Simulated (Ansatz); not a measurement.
**How far is PAW off for ZrC?**

```
CELL_PARAMETERS angstrom
0.00000 2.35021 2.32671
2.35021 0.00000 2.32671
2.35021 2.35021 0.00000
ATOMIC_POSITIONS crystal
Zr 0.50000 0.50000 0.50000
C 0.00000 0.00000 0.00000
```

Atom numbers follow the list: Zr1, C2.

The conventional cell has a = 3.324 Å, b = 3.324 Å, c = 4.653 Å, α = 90.00°, β = 90.00°, γ = 90.00°. Zr (atom 1) has 6 C at 2.33 to 2.35 Å as nearest neighbours. C (atom 2) is surrounded by 6 Zr at 2.33 to 2.35 Å.

The cell comes from COD entry 1562921, which wasn't checked; take it as a given geometry. The listed cell was then made from it by scaling, straining or moving an atom.

Levels of theory: DFT, PBEsol, PAW with Ansatz's default frozen-core files, scalar-relativistic (Ansatz 0.2.0); DFT, PBEsol, all-electron LAPW, scalar-relativistic (Ansatz 0.2.0).

For PAW: a Γ-centred 15×15×15 k mesh, Fermi–Dirac smearing of 0.05 eV, cutoff 420 eV, no spin polarisation; the PAW files were made with PBE, and the program remakes their frozen cores for this functional. LAPW targets a basis error of 0.5 meV/atom. The Ansatz runs share mesh, smearing and spin set-up. Plane-wave (PAW) pressures include the program's estimate of the Pulay term.

Stress and pressure are positive in compression.

PAW results:

```tsv
quantity	PAW
pressure (GPa)	-2.31
stress xx (GPa)	-3.57
stress zz (GPa)	0.22
```

Task: What does full-potential LAPW give for the same quantities?

Result: 
```csv
quantity,LAPW
pressure (GPa),-2.25
stress xx (GPa),-3.51
stress zz (GPa),0.27
```
